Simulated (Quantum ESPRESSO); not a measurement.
# Band energies of GaSb

```xyz
2
Lattice="0.0000 3.0570 3.0570 3.0570 0.0000 3.0570 3.0570 3.0570 0.0000" Properties=species:S:1:pos:R:3 pbc="T T T"
Ga     0.0000     0.0000     0.0000
Sb     1.5285     1.5285     1.5285
```

PBE (stringent potentials; Quantum ESPRESSO, PseudoDojo norm-conserving, 114 Ry, without SOC); path ΓXWKΓLUWLK,UX; energies in eV from the valence-band maximum.

| k (1/Å) | point | band 18 | band 19 | band 20 | band 21 | band 22 | band 23 | band 24 | band 25 |
|---|---|---|---|---|---|---|---|---|---|
| 0.00 | Γ | -14.95 | -11.49 | 0.00 | 0.00 | 0.00 | 0.06 | 2.79 | 2.79 |
| 0.34 |  | -14.95 | -11.11 | -2.74 | -1.02 | -1.02 | 1.67 | 2.70 | 4.31 |
| 0.69 |  | -14.95 | -10.05 | -5.28 | -2.16 | -2.16 | 0.97 | 2.13 | 6.83 |
| 1.03 | X | -14.95 | -9.04 | -6.81 | -2.57 | -2.57 | 0.92 | 1.26 | 8.75 |
| 1.16 |  | -14.95 | -9.03 | -6.79 | -2.71 | -2.67 | 1.20 | 1.52 | 8.20 |
| 1.54 | W | -14.95 | -8.99 | -6.67 | -3.35 | -3.13 | 3.70 | 4.34 | 4.44 |
| 1.90 | K | -14.95 | -9.10 | -6.62 | -3.61 | -2.19 | 1.42 | 3.90 | 6.65 |
| 2.00 |  | -14.95 | -9.24 | -6.46 | -3.71 | -1.97 | 1.60 | 4.99 | 6.14 |
| 2.30 |  | -14.95 | -10.09 | -5.35 | -3.07 | -1.13 | 2.03 | 4.46 | 4.61 |
| 2.60 |  | -14.95 | -10.99 | -3.38 | -1.57 | -0.36 | 1.70 | 3.33 | 3.43 |
| 2.99 | Γ | -14.95 | -11.49 | 0.00 | 0.00 | 0.00 | 0.06 | 2.79 | 2.79 |
| 3.29 |  | -14.95 | -11.21 | -2.70 | -0.40 | -0.40 | 1.03 | 3.34 | 3.34 |
| 3.69 |  | -14.95 | -10.17 | -5.79 | -1.06 | -1.06 | 0.50 | 3.79 | 3.79 |
| 3.88 | L | -14.95 | -9.86 | -6.36 | -1.15 | -1.15 | 0.42 | 3.77 | 3.77 |
| 3.99 |  | -14.95 | -9.83 | -6.36 | -1.55 | -1.22 | 0.82 | 3.68 | 3.90 |
| 4.41 |  | -14.95 | -9.22 | -6.50 | -3.62 | -2.04 | 1.55 | 4.58 | 5.95 |
| 4.51 | U | -14.95 | -9.10 | -6.62 | -3.61 | -2.19 | 1.42 | 3.90 | 6.65 |
| 4.76 |  | -14.95 | -9.03 | -6.65 | -3.46 | -2.87 | 2.86 | 4.02 | 5.24 |
| 4.88 | W | -14.95 | -8.99 | -6.67 | -3.35 | -3.13 | 3.70 | 4.34 | 4.44 |
| 5.06 |  | -14.95 | -9.17 | -6.51 | -3.51 | -2.60 | 3.10 | 3.81 | 5.12 |
| 5.42 |  | -14.95 | -9.77 | -6.34 | -2.05 | -1.35 | 1.31 | 3.55 | 4.20 |
| 5.60 | L | -14.95 | -9.86 | -6.36 | -1.15 | -1.15 | 0.42 | 3.77 | 3.77 |
| 5.69 |  | -14.95 | -9.84 | -6.36 | -1.46 | -1.20 | 0.73 | 3.70 | 3.87 |
| 6.05 |  | -14.95 | -9.35 | -6.41 | -3.48 | -1.90 | 1.66 | 4.74 | 5.67 |
| 6.23 | K | -14.95 | -9.10 | -6.62 | -3.61 | -2.19 | 1.42 | 3.90 | 6.65 |
| 6.23 | U | -14.95 | -9.10 | -6.62 | -3.61 | -2.19 | 1.42 | 3.90 | 6.65 |
| 6.60 | X | -14.95 | -9.04 | -6.81 | -2.57 | -2.57 | 0.92 | 1.26 | 8.75 |

The PBE gap is direct, 0.06 eV at Γ.

Spin-orbit coupling is left out, which matters for elements this heavy: edges can move by tenths of an eV. So small a PBE gap in heavy elements may be inverted, where one-shot corrections to single bands mislead.

Geometry relaxed with PBEsol.
